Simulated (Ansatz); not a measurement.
Input:

OsC:
```
OsC
1.0
    0.00000     2.15682     2.15682
    2.15682     0.00000     2.15682
    2.15682     2.15682     0.00000
Os C
1 1
Direct
  0.00000   0.00000   0.00000
  0.50000   0.50000   0.50000
```

This is the PBEsol-relaxed structure.

Problem. All from PBEsol (plane waves, PAW; program Ansatz), unless another level is named. Estimate the bulk modulus (Birch–Murnaghan fit).

Solution. 382 GPa.

Problem. Give the elastic constants (relaxed ions, GPa).

Solution. C11 = 594, C12 = 278, C44 = -116.

Space group Fm-3m (rock salt). The start of the workflow was typed in or built on a structure type; neither database checked (COD, Materials Project) lists it. Its standing as an ambient phase is unchecked. The cell was relaxed with PBEsol under the symmetry of its start. At this level the phase is dynamically unstable (imaginary phonons). No spin polarisation was allowed. Its formation energy is positive at this level, so the cell may be metastable or incomplete. As this level gives no gap, shear constants depend on the k-mesh and smearing (Fermi–Dirac, 0.1 eV here). Scalar-relativistic: spin–orbit coupling is off unless named, which matters more the heavier the elements.

Potentials: the later of the program's two PAW sets.
